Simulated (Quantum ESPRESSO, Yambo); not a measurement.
MgZn3S4 (space group Pm, No. 6): one geometry, one set of norm-conserving PBEsol (Quantum ESPRESSO, 84 Ry, scalar-relativistic) orbitals, self-energies from Yambo (2×4×2 Γ-centred k mesh, bands 17 to 194 and a 6 Ry block in the screening, 194 bands in G with the Bruneval-Gonze terminator, plasmon pole fitted at 27.2 eV).

| level | gap Γ → Γ (eV) |
|---|---|
| PBEsol (Quantum ESPRESSO) | 2.24 |
| exchange only (Hartree-Fock self-energy on PBEsol orbitals) | 9.79 |
| static COHSEX@PBEsol | … |
| G0W0@PBEsol, plasmon pole | … |

Complete the blanks.


- static COHSEX@PBEsol, gap Γ → Γ (eV): 4.17
- G0W0@PBEsol, plasmon pole, gap Γ → Γ (eV): 3.68

Bare exchange has no screening and gives the widest gap; static COHSEX screens it but leaves out the frequency dependence, which G0W0 restores.

Nearest settings tried, and what they do to the gap: 135 bands in G: +6 meV; 135 bands in W, 135 bands in G: +43 meV; 5 Ry block (207 vectors against 277): -25 meV; 1×2×1 mesh: -284 meV. So the settings aren't converged at that level.

Geometry of the Materials Project entry, not relaxed at this level; primitive cell a = 6.312 Å, b = 3.854 Å, c = 6.693 Å, α = γ = 90.00°, β = 90.05°.

The structure is a Materials Project entry; no match was found in the copy of COD used, and its stability was not checked.
